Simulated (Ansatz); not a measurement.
Data:

MgS (rock salt, Fm-3m), a = 5.2049 Å, b = 5.2049 Å, c = 5.2049 Å, α = 90.00°, β = 90.00°, γ = 90.00°; the cell used has 2 atoms.

This is the r²SCAN-relaxed structure.

Q: All from plane-wave PAW r²SCAN (Ansatz code), unless another level is named. Give the hole effective mass, band 2 of 3 at the edge.

A: 0.93 along [100], 0.93 along [110], 2.3 along [111] (mₑ).

Q: Next, the HSE06 gap on the r²SCAN cell?

A: 3.80 eV.

Q: Next, the smallest direct gap on the standard path?

A: 4.64 eV.

Q: What about the valence-band maximum?

A: at Γ.

The r²SCAN relaxation kept the symmetry of its start.

Potentials: the earlier of the program's two PAW sets.
